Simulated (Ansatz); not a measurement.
Zn$_{3}$InGaO$_{6}$ in space group R3m (No. 160; Pearson symbol hR11), r²SCAN (plane waves, PAW; program Ansatz). The conduction-band minimum lies at Γ, with 1 equivalent valley. Second derivatives d²E/dk² of the lowest band at one valley (eV·Å²), along Cartesian directions:

| direction | d²E/dk² |
|---|---|
| [100] | 34.45 |
| [010] | 34.45 |
| [001] | 35.66 |
| [110] | 34.45 |
| [101] | 35.05 |
| [011] | 35.05 |

Find the principal effective masses, the density-of-states mass and the conductivity mass.

Off-diagonal terms follow from H_xy = H[110] − (H_xx + H_yy)/2, and m*/mₑ = 7.620 eV·Å² over each eigenvalue: 0.21, 0.22, 0.22. One valley's DOS mass (m₁m₂m₃)^(1/3) = 0.22, conductivity mass 3/(Σ 1/mᵢ) = 0.22 mₑ.

What effective density of states Nc follows at 300 K for parabolic valleys?

Nc = 2.509e19 × 1 × (0.22)^(3/2) ≈ 2.6e18 cm⁻³.

The workflow started from a Materials Project entry (that database holds measured and hypothetical structures alike); the Crystallography Open Database copy checked does not list it. Whether it is the stable phase at ambient conditions was not checked. The r²SCAN relaxation kept the symmetry of its start; whether a distortion lowers the energy is not shown. Scalar-relativistic: spin–orbit coupling is off unless named, which matters more the heavier the elements.

Potentials: the later of the program's two PAW sets.

Edges and masses are those of Kohn–Sham bands, whose gap is no quasiparticle gap.
